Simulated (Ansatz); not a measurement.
BaTiO3:
```
BaTiO3
1.0
    2.84031     1.63986     2.33133
   -2.84031     1.63986     2.33133
    0.00000    -3.27971     2.33133
Ba Ti O
1 1 3
Cartesian
  0.00000   0.00000   0.00868
  0.00000   0.00000   3.59967
 -1.39298   0.80424   4.55814
  0.00000  -1.60848   4.55814
  1.39298   0.80424   4.55814
```

x, y and z are the axes in which the lattice vectors are written.

### Question
Give the proper piezoelectric stress tensor with relaxed ions from r²SCAN (plane waves, PAW; program Ansatz).

### Answer
In C/m², rows x, y, z, Voigt columns; mesh uncertainty up to 0.03.
```
 0.00   0.00   0.00   0.00   4.30   2.11
 2.11  -2.11   0.00   4.30   0.00   0.00
 2.23   2.23   3.48   0.00   0.00   0.00
```

The elastic tensor of the same run (GPa):

|  | 1 | 2 | 3 | 4 | 5 | 6 |
|---|---|---|---|---|---|---|
| 1 | 260 | 72.6 | 33.1 | -45.6 | 0.0 | 0.0 |
| 2 | 72.6 | 260 | 33.1 | 45.6 | 0.0 | 0.0 |
| 3 | 33.1 | 33.1 | 241 | 0.0 | 0.0 | 0.0 |
| 4 | -45.6 | 45.6 | 0.0 | 40.5 | 0.0 | 0.0 |
| 5 | 0.0 | 0.0 | 0.0 | 0.0 | 40.5 | -45.6 |
| 6 | 0.0 | 0.0 | 0.0 | 0.0 | -45.6 | 93.9 |

### Question
Convert to strain constants d = e·S.

### Answer
In pC/N:
```
  0.0    0.0    0.0    0.0  289.7  163.1
 81.6  -81.6    0.0  289.7    0.0    0.0
  5.4    5.4   13.0    0.0    0.0    0.0
```

Space group R3m. This is a known low-temperature phase of the composition, computed here at zero pressure and temperature. The cell was relaxed with r²SCAN under the symmetry of its start; of distortions, only those at the zone centre were tested. The run is not spin-polarised. Spin–orbit coupling is left out wherever it is not named.

Potentials: the earlier of the program's two PAW sets.
